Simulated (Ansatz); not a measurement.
TaSnO3:
```yaml
crystal:
  lattice:
    - [4.03960, 0.00000, 0.00000]
    - [0.00000, 4.03960, 0.00000]
    - [0.00000, 0.00000, 4.03960]
  atoms:
    - { symbol: Sn, position: [0.00000, 0.00000, 0.00000] }
    - { symbol: Ta, position: [0.50000, 0.50000, 0.50000] }
    - { symbol: O, position: [0.00000, 0.50000, 0.50000] }
    - { symbol: O, position: [0.50000, 0.00000, 0.50000] }
    - { symbol: O, position: [0.50000, 0.50000, 0.00000] }
```

Relaxed with r²SCAN.

**Question.** Give the Bader charges and basin volumes of the independent atoms, DFT-r²SCAN in the program Ansatz with PAW potentials.

**Answer.** 

```json
[
 {"atom": "Sn1", "Bader charge (e)": "+1.25", "Bader volume (Å³)": "19.6"},
 {"atom": "Ta2", "Bader charge (e)": "+2.77", "Bader volume (Å³)": "9.6"},
 {"atom": "O3", "Bader charge (e)": "-1.34", "Bader volume (Å³)": "12.3"}
]
```

Space group Pm-3m (cubic perovskite). The workflow started from an entry of the Crystallography Open Database (COD). Its standing as an ambient phase is unchecked. The cell was relaxed with r²SCAN under the symmetry of its start; its stability against distortions is not shown here. No spin polarisation was allowed. Scalar-relativistic: spin–orbit coupling is off unless named, which matters more the heavier the elements.

Potentials: the later of the program's two PAW sets.
